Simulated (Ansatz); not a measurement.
# Computed properties of CdSiN2

CdSiN₂:
```xyz
4
Lattice="1.4607 0.8433 5.5420 -1.4607 0.8433 5.5420 0.0000 -1.6867 5.5420" Properties=species:S:1:pos:R:3 pbc="T T T"
Cd     0.0000     0.0000     0.0000
Si     0.0000     0.0000     8.3131
N      0.0000     0.0000    12.8764
N      0.0000     0.0000     3.7497
```

Space group R-3m (No. 166); conventional cell a = 2.921 Å, b = 2.921 Å, c = 16.626 Å, α = 90.00°, β = 90.00°, γ = 120.00°.

Method: DFT-PBE in the program Ansatz with PAW potentials. Structure relaxed to zero pressure with the same functional. Other levels are named where they apply.

**Cell and energy**

```
Item                                                            Value
-----------------------------------------------------  --------------
Volume per atom                                              10.24 Å³
Density                                                    6.83 g/cm³
Formation energy from the elements (no fitted shifts)  -0.057 eV/atom
```

**Electronic structure**

```
Item                                                                                                                                                   Result
------------------------------------------------  -----------------------------------------------------------------------------------------------------------
Band gap                                                                                                                                   0.97 eV (indirect)
Valence-band maximum                              on the Γ–S0 line, 58 % of the way from Γ (k = -0.003, 0.198, -0.201 in fractions of the reciprocal vectors)
Conduction-band minimum                                                                                                                                  at Γ
Smallest direct gap on the standard path                                                                                                              1.69 eV
Electron effective mass                                                                                                0.13, 0.27, 0.27 mₑ (principal values)
Electron effective mass with spin–orbit coupling                                                                       0.13, 0.27, 0.27 mₑ (principal values)
Hole effective mass                                                                                                      0.33, 1.0, 1.5 mₑ (principal values)
Hole effective mass with spin–orbit coupling                                                                             0.33, 1.0, 1.5 mₑ (principal values)
Gap with spin–orbit coupling                                                                                                                          0.97 eV
```

**Mechanics**

```
Property                             Result
----------------------------------  -------
Bulk modulus (Birch–Murnaghan fit)  194 GPa
Pressure derivative B′                  5.0
```

The start of the workflow was typed in or built on a structure type; neither database checked (COD, Materials Project) lists it. Whether it is the stable phase at ambient conditions was not checked. The PBE relaxation kept the symmetry of its start; whether a distortion lowers the energy is not shown. The references are the lowest solids computed at this level, not always the standard phases (solids in place of the gases). Spin–orbit coupling is left out wherever it is not named.

Potentials: the earlier of the program's two PAW sets.
